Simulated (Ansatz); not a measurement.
Starting cell, HfO2 (baddeleyite type, space group P2_1/c):

```yaml
crystal:
  lattice:
    - [5.16120, 0.00000, 0.00000]
    - [0.00000, 5.21182, 0.00000]
    - [-0.89809, 0.00000, 5.27640]
  atoms:
    - { symbol: Hf, position: [0.27574, 0.04289, 0.20837] }
    - { symbol: Hf, position: [0.72426, 0.54289, 0.29163] }
    - { symbol: Hf, position: [0.72426, 0.95711, 0.79163] }
    - { symbol: Hf, position: [0.27574, 0.45711, 0.70837] }
    - { symbol: O, position: [0.06715, 0.32865, 0.34844] }
    - { symbol: O, position: [0.93285, 0.82865, 0.15156] }
    - { symbol: O, position: [0.93285, 0.67135, 0.65156] }
    - { symbol: O, position: [0.06715, 0.17135, 0.84844] }
    - { symbol: O, position: [0.44917, 0.75721, 0.47664] }
    - { symbol: O, position: [0.55083, 0.25721, 0.02336] }
    - { symbol: O, position: [0.55083, 0.24279, 0.52336] }
    - { symbol: O, position: [0.44917, 0.74279, 0.97664] }
```

The atoms are displaced by Q × the pattern below (from a DFPT mode at Γ, largest move 1; Q in Å), at fixed cell.

```json
[
 {"atom": "Hf1", "x": "0.019", "y": "-0.014", "z": "-0.008"},
 {"atom": "Hf2", "x": "0.019", "y": "0.014", "z": "-0.008"},
 {"atom": "Hf3", "x": "-0.019", "y": "0.014", "z": "0.008"},
 {"atom": "Hf4", "x": "-0.019", "y": "-0.014", "z": "0.008"},
 {"atom": "O5", "x": "-0.549", "y": "0.740", "z": "0.389"},
 {"atom": "O6", "x": "-0.549", "y": "-0.740", "z": "0.389"},
 {"atom": "O7", "x": "0.549", "y": "-0.740", "z": "-0.389"},
 {"atom": "O8", "x": "0.549", "y": "0.740", "z": "-0.389"},
 {"atom": "O9", "x": "-0.066", "y": "-0.392", "z": "-0.004"},
 {"atom": "O10", "x": "-0.066", "y": "0.392", "z": "-0.004"},
 {"atom": "O11", "x": "0.066", "y": "0.392", "z": "0.004"},
 {"atom": "O12", "x": "0.066", "y": "-0.392", "z": "0.004"}
]
```

The numbers are results of PBE (plane waves to 420 eV, PAW, scalar-relativistic; Ansatz, an electronic-structure program), not measurements. k mesh 5×5×5 (Γ-centred), Fermi-Dirac smearing 0.05 eV. Energies are smeared free energies. HfO2 is run without spin polarisation. HfO2 was relaxed with its symmetry unable to fall. Spin-orbit coupling is left out, though Hf is heavy. The zero of ΔE is the undisplaced structure.

The scan covers Q from -0.100 to 0.100 Å in 13 points.

Task: Which space group does the distorted structure have?

Result: P-1 (No. 2), lowered from P2_1/c.

Task: Is the energy the same for equal positive and negative displacements?

Result: Even: the same for both signs.

Task: What is the energy change at Q = 0.100 Å?

Result: 758 meV/cell.

Task: What harmonic wavenumber does the curvature at Q = 0 give?

Result: 740 cm⁻¹.

(A displaced cell: forces are minus the slopes of the energy, force constants its curvatures, and phonons follow from these.)
